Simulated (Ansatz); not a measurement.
# NaMgH4SO6F — 23Na nuclear quadrupole resonance

Cell: an entry of the Crystallography Open Database (COD), ions relaxed with PBE at fixed cell.

Space group P2_1/m (No. 11); a = 5.7340, b = 7.2140, c = 7.2020 Å, β = 113.23°.

| site | Wyckoff | site symmetry | x | y | z |
| --- | --- | --- | --- | --- | --- |
| Na | 2e | m | 0.6273 | 0.7500 | 0.1937 |
| Mg | 2a | -1 | 0.0000 | 0.0000 | 0.0000 |
| H5 | 4f | 1 | 0.3025 | 0.5952 | 0.3763 |
| H9 | 4f | 1 | 0.4290 | 0.4283 | 0.3082 |
| S | 2e | m | 0.8484 | 0.2500 | 0.3075 |
| O15 | 4f | 1 | 0.7949 | 0.4185 | 0.1752 |
| O19 | 2e | m | 0.6572 | 0.2500 | 0.4070 |
| O21 | 2e | m | 0.1075 | 0.2500 | 0.4625 |
| O23 | 4f | 1 | 0.3296 | 0.5437 | 0.2598 |
| F | 2e | m | 0.8815 | 0.7500 | 0.0190 |

One atom of each set is listed.

The numbers come from a DFT calculation in Ansatz (PBE, plane waves and PAW, scalar-relativistic, 420 eV cutoff, Γ-centred 4×3×3 k-points, Fermi–Dirac smearing 0.02 eV).

23Na: I = 3/2, Q = 104.0 mb (year-2017 value). Static lattice, zero field.

**Question.** Predict the zero-field 23Na lines of each site.

**Answer.** For I = 3/2 there is one line, ν = (|C_Q|/2)(1 + η²/3)^½.

| site | atoms | V_zz (10²¹ V/m²) | C_Q (MHz) | η | line frequencies (MHz) |
| --- | --- | --- | --- | --- | --- |
| Na | 2 | -0.83 | -2.09 | 0.44 | 1.08 |

At Na V_zz points along its one bond to F (within 8°).

The entry's hydrogen positions were far off; the other atoms hardly move on relaxation.
